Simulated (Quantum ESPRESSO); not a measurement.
## Band energies of IrCl₃ monolayer

```xyz
8
Lattice="6.0386 0.0000 0.0000 -3.0193 5.2296 0.0000 0.0000 0.0000 15.6000" Properties=species:S:1:pos:R:3 pbc="T T T"
Cl     2.1265     3.4864     1.2744
Cl     4.9754     1.6448     1.2744
Cl     1.9560     0.0984     1.2744
Cl     3.9121     3.4864    -1.2744
Cl     4.0826     0.0984    -1.2744
Cl     1.0633     1.6448    -1.2744
Ir     0.0000     0.0000     0.0000
Ir     3.0193     1.7432     0.0000
```

norm-conserving PBEsol (Quantum ESPRESSO, 68 Ry, no spin-orbit coupling); path ΓMKΓ; energies in eV from the valence-band maximum.

```csv
k (1/Å),point,band 34,band 35,band 36,band 37,band 38,band 39,band 40,band 41
0.00,Γ,-0.73,-0.73,-0.43,-0.15,-0.15,2.17,2.17,2.48
0.20,,-0.70,-0.63,-0.32,-0.18,-0.13,2.16,2.19,2.33
0.40,,-0.71,-0.63,-0.25,-0.13,-0.05,2.13,2.16,2.26
0.60,M,-0.72,-0.69,-0.26,-0.07,0.00,2.07,2.19,2.29
0.60,K,-0.62,-0.62,-0.33,-0.11,-0.11,2.11,2.23,2.23
0.74,,-0.74,-0.56,-0.28,-0.11,-0.11,2.09,2.19,2.28
0.88,,-0.78,-0.56,-0.23,-0.14,-0.11,2.08,2.19,2.29
1.02,,-0.72,-0.62,-0.25,-0.19,-0.13,2.13,2.22,2.25
1.16,,-0.69,-0.69,-0.37,-0.16,-0.14,2.16,2.18,2.39
1.29,Γ,-0.73,-0.73,-0.43,-0.15,-0.15,2.17,2.17,2.48
```

The PBEsol gap is direct, 2.07 eV at M. Another conduction extremum on the path lies within 0.02 eV, too close to call. The valence-band maximum lies 6.07 eV below the vacuum level.

Without spin-orbit coupling, band edges of such heavy elements can be off by tenths of an eV.

Geometry relaxed with PBEsol.

This is a model layer cut from the bulk structure; whether it is stable on its own was not checked.
